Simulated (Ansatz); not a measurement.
A relaxation computed with Ansatz, from input to last step.

```yaml
crystal:
  lattice:
    - [0.0, 4.3053428218, 4.3053428218]
    - [4.3053428218, 0.0, 4.3053428218]
    - [4.3053428218, 4.3053428218, 0.0]
  atoms:
    - { symbol: K, position: [0.5, 0.5, 0.5] }
    - { symbol: Rb, position: [0.75, 0.75, 0.75] }
    - { symbol: Rb, position: [0.25, 0.25, 0.25] }
    - { symbol: Ga, position: [0.0, 0.0, 0.0] }
    - { symbol: F, position: [0.7830227871, 0.2169772129, 0.7830227871] }
    - { symbol: F, position: [0.2169772129, 0.2169772129, 0.7830227871] }
    - { symbol: F, position: [0.7830227871, 0.7830227871, 0.2169772129] }
    - { symbol: F, position: [0.7830227871, 0.2169772129, 0.2169772129] }
    - { symbol: F, position: [0.2169772129, 0.7830227871, 0.2169772129] }
    - { symbol: F, position: [0.2169772129, 0.7830227871, 0.7830227871] }
basis:
  ecutwfc: 500
kpoints:
  mp_grid: { grid: [6, 6, 6] }
hamiltonian:
  xc: r2scan
scf:
  occupations: { method: gaussian, width: 0.02 }
output:
  forces: true
  stress: true
  eigenvalues: true
  write_density: true
  write_potential: true
  elf: true
  volumetric_format: npy
relax:
  adjacent_minimum: "off"
  f_tol: 0.01
  max_steps: 30
```

```bash
ansatz run input.yaml --threads 2 --pin off --max-ram 5120MiB --backend cpu --events-out ev --progress --plain --runs-dir out
```

Method: DFT r2SCAN, scalar-relativistic, plane waves, PAW in Ansatz.

The volume is held at 0.94 times that of the relaxed cell.

Of 4 frames 3 are shown, positions in Å and forces in eV/Å; the SCF threshold varies from step to step.

```xyz
10
Lattice="0.0000 4.3053 4.3053 4.3053 0.0000 4.3053 4.3053 4.3053 0.0000" Properties=species:S:1:pos:R:3:forces:R:3 pbc="T T T" step=1 free_energy_over_end_meV_per_atom=0.92
K     4.3053    4.3053    4.3053    0.0000    0.0000    0.0000
Rb    6.4580    6.4580    6.4580    0.0000    0.0000    0.0000
Rb    2.1527    2.1527    2.1527    0.0000    0.0000    0.0000
Ga    0.0000    0.0000    0.0000    0.0000    0.0000    0.0000
F     4.3053    6.7424    4.3053    0.0000   -0.2728    0.0000
F     4.3053    4.3053    1.8683    0.0000    0.0000    0.2728
F     4.3053    4.3053    6.7424    0.0000    0.0000   -0.2728
F     1.8683    4.3053    4.3053    0.2728    0.0000    0.0000
F     4.3053    1.8683    4.3053    0.0000    0.2728    0.0000
F     6.7424    4.3053    4.3053   -0.2728    0.0000    0.0000
10
Lattice="0.0000 4.3053 4.3053 4.3053 0.0000 4.3053 4.3053 4.3053 0.0000" Properties=species:S:1:pos:R:3:forces:R:3 pbc="T T T" step=2 free_energy_over_end_meV_per_atom=0.13
K     4.3053    4.3053    4.3053    0.0000    0.0000    0.0000
Rb    6.4580    6.4580    6.4580    0.0000    0.0000    0.0000
Rb    2.1527    2.1527    2.1527    0.0000    0.0000    0.0000
Ga    0.0000    0.0000    0.0000    0.0000    0.0000    0.0000
F     4.3053    6.7353    4.3053    0.0000   -0.1012    0.0000
F     4.3053    4.3053    1.8754    0.0000    0.0000    0.1012
F     4.3053    4.3053    6.7353    0.0000    0.0000   -0.1012
F     1.8754    4.3053    4.3053    0.1012    0.0000    0.0000
F     4.3053    1.8754    4.3053    0.0000    0.1012    0.0000
F     6.7353    4.3053    4.3053   -0.1012    0.0000    0.0000
10
Lattice="0.0000 4.3053 4.3053 4.3053 0.0000 4.3053 4.3053 4.3053 0.0000" Properties=species:S:1:pos:R:3:forces:R:3 pbc="T T T" step=4 free_energy_over_end_meV_per_atom=0.00
K     4.3053    4.3053    4.3053    0.0000    0.0000    0.0000
Rb    6.4580    6.4580    6.4580    0.0000    0.0000    0.0000
Rb    2.1527    2.1527    2.1527    0.0000    0.0000    0.0000
Ga    0.0000    0.0000    0.0000    0.0000    0.0000    0.0000
F     4.3053    6.7311    4.3053    0.0000   -0.0004    0.0000
F     4.3053    4.3053    1.8796    0.0000    0.0000    0.0004
F     4.3053    4.3053    6.7311    0.0000    0.0000   -0.0004
F     1.8796    4.3053    4.3053    0.0004    0.0000    0.0000
F     4.3053    1.8796    4.3053    0.0000    0.0004    0.0000
F     6.7311    4.3053    4.3053   -0.0004    0.0000    0.0000
```

It took 100 s on 2 threads of AMD EPYC (Zen 3), with other jobs on the host, peak memory 0.98 GiB.